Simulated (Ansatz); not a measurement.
# Vibrations of Si2Ni (Fm-3m) by finite displacements

```
CELL_PARAMETERS angstrom
0.00000 2.67440 2.67440
2.67440 0.00000 2.67440
2.67440 2.67440 0.00000
ATOMIC_POSITIONS crystal
Si 0.25000 0.25000 0.25000
Si 0.75000 0.75000 0.75000
Ni 0.00000 0.00000 0.00000
```

Level of theory, where no other is named: LDA, all-electron LAPW in Ansatz 0.2.0, scalar-relativistic. k mesh 8×8×8, Fermi-Dirac smearing of 0.100 eV, basis error target 0.5 meV/atom. The cell was relaxed by PAW under this functional.

Atoms are displaced by 0.01 Å in the smallest supercells that hold the wave vectors of a 2×2×2 mesh. Negative values stand for unstable modes.

(1) What are the phonon energies at the solved wave vectors, in THz?

(2) Is the structure dynamically stable at these wave vectors?

(3) How do the optical zone-centre modes decompose, and which are active?

(4) How well do frozen-core PAW files reproduce these all-electron values?

(5) The cell is scaled evenly to 37.109 and 39.405 Å³ (from 38.257), with free atoms relaxed and the shape held. What are the mode Grüneisen parameters γ = −d ln ω/d ln V?

## Answers

(1) 

| q | point | modes (THz) |
| --- | --- | --- |
| 0.000 0.000 0.000 | Gamma | 9.47 (×3), 9.84 (×3) |
| 0.500 0.000 0.000 | L | 3.06 (×2), 8.15, 9.08 (×2), 10.57 (×2), 10.61, 11.92 |
| 0.500 0.500 0.000 | X | 4.31 (×2), 7.62 (×2), 7.80, 7.83, 11.62 (×2), 12.79 |

(2) Yes, no mode is unstable there; wave vectors off this mesh aren't tested.

(3) Point group m-3m: Γ_opt = T1u + T2g.

| label | THz | activity | mostly |
| --- | --- | --- | --- |
| T1u | 9.47 | IR | Si (51 %) |
| T2g | 9.84 | Raman | Si (100 %) |

In a metal the activity is that of symmetry alone; free carriers screen the infrared modes.

(4) With a cutoff of 420 eV and displacements of 0.0025 Å, the r.m.s. difference over the modes is 0.1 cm⁻¹; the largest difference is 387.4 (PAW) against 387.7 cm⁻¹ (LAPW).

(5) For the highest mode, 449.0 cm⁻¹ in the small cell and 404.6 in the large one give γ ≈ 1.73. From the change of the dynamical matrix on each mode:

```
point   cm⁻¹     γ
Gamma  315.9  2.08
Gamma  328.2  2.45
    L  101.9  0.89
    L  271.7  1.85
    L  302.7  2.08
    L  352.6  2.03
    L  354.1  1.87
    L  397.5  1.70
    X  143.7  1.35
    X  254.2  1.76
    X  260.3  1.90
    X  261.2  1.68
    X  387.7  2.06
    X  426.5  1.74
```

Weighted by the modes' heat capacities at 300 K, the mean on this mesh is 1.74; it moves with the q mesh, and a coarse one overweights the zone boundary.

Caveats: responses of metals move with mesh and smearing; the frozen-core PAW files of the compared runs were fitted under PBE, their cores solved anew for this functional.
